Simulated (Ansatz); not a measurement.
TlBr:
```yaml
crystal:
  lattice:
    - [0.00000, 3.21045, 3.21045]
    - [3.21045, 0.00000, 3.21045]
    - [3.21045, 3.21045, 0.00000]
  atoms:
    - { symbol: Tl, position: [0.00000, 0.00000, 0.00000] }
    - { symbol: Br, position: [0.50000, 0.50000, 0.50000] }
```

Relaxed with LDA.

Task: Give the Bader charges and basin volumes of the independent atoms, LDA (plane waves, PAW; program Ansatz).

Result: 

| atom | Bader charge (e) | Bader volume (Å³) |
|---|---|---|
| Tl1 | +0.58 | 31.0 |
| Br2 | -0.58 | 35.1 |

Space group Fm-3m (rock salt). The workflow started from a Materials Project entry (that database holds measured and hypothetical structures alike); the Crystallography Open Database copy checked does not list it. COD files the formula under space group No. 221. Whether it is the stable phase at ambient conditions was not checked. The cell was relaxed with LDA under the symmetry of its start; whether a distortion lowers the energy is not shown. Scalar-relativistic: spin–orbit coupling is off unless named, which matters more the heavier the elements.

Potentials: the later of the program's two PAW sets.
